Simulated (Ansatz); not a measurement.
## GaBiTe₂Se: computed properties

Method: DFT PBE, scalar-relativistic, plane waves, PAW (Ansatz).

Cutoff 420 eV; k points 10×10×6 on the computed 5-atom cell (Γ-centred); Gaussian smearing, width 0.10 eV; no spin polarisation.

The structure is relaxed at this level of theory with its symmetry kept, and needn't be the ground state of this composition.

```cif
data_structure
_symmetry_space_group_name_H-M 'P 1'
_symmetry_Int_Tables_number 1
_cell_length_a 4.1095
_cell_length_b 4.1095
_cell_length_c 9.5471
_cell_angle_alpha 90.000
_cell_angle_beta 90.000
_cell_angle_gamma 90.000
_cell_volume 161.23
loop_
_atom_site_label
_atom_site_type_symbol
_atom_site_fract_x
_atom_site_fract_y
_atom_site_fract_z
_atom_site_occupancy
Ga1 Ga 0.00000 0.00000 0.50000 1
Bi1 Bi 0.00000 0.00000 0.00000 1
Te1 Te 0.50000 0.50000 0.35398 1
Te2 Te 0.50000 0.50000 0.64602 1
Se1 Se 0.50000 0.50000 0.00000 1
```

| Property | Result |
| --- | --- |
| Space group | P4/mmm (No. 123) |
| Volume per atom | 32.25 Å³ |
| Formation energy from the elements' standard states (uncorrected) | +0.098 eV/atom |
| Kohn–Sham band gap | none (metal) |
| Density of states at the Fermi level | 4.4 states/eV per cell |
| Orbital (Löwdin) character within 0.5 eV of the Fermi level | Te 5p 44 %, Bi 6p 37 %, Ga 4s 7 % |
| Bader charge by site (e) | Ga (1 in the cell) 0.40, Bi (1 in the cell) 0.67, Te (2 in the cell) -0.18, Se (1 in the cell) -0.71 |

Spin-orbit coupling is left out, which matters for the bands of heavy elements. The cell holds layers, chains or molecules and no dispersion correction was added, so their binding is poorly described.

Another cell of GaBiTe2Se relaxed alike, in P3m1, lies 199 meV/atom lower, so this cell isn't the stable form at this level.

The cell was found from a structure generator's guess, not taken from experiment. Löwdin shares on free-atom orbitals overweight diffuse shells.
